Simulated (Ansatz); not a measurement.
Values for one crystal, relaxed and computed with DFT-LDA in the program Ansatz with PAW potentials; other levels are named.

```yaml
volume_per_atom: 11.02 Å³
band_gap: 2.08 eV (indirect)
Electronic dielectric constant ε∞ (DFPT): 6.87 (xx = yy), 6.27 (zz)
Poisson's ratio: 0.37
electron_effective_mass: 0.37, 0.37, 3.7 mₑ (principal values)
Young's modulus: 164 GPa
valence_band_maximum: on the Γ–X line, 88 % of the way from Γ
```

**Question.** Pick the material that matches.
A. BaHfO3, cubic perovskite
B. TiO2, anatase
C. BaTiO3, Amm2 (Ba on 2a, Ti on 2b, O on 4e, O on 2a)
D. SiO2, I4/mmm (Si on 8h, O on 8f, O on 8i)

**Answer.** B, TiO2, anatase

Space group I4_1/amd (anatase). The cell was relaxed with LDA under the symmetry of its start; of distortions, only those at the zone centre were tested. No spin polarisation was allowed.

Potentials: the later of the program's two PAW sets.
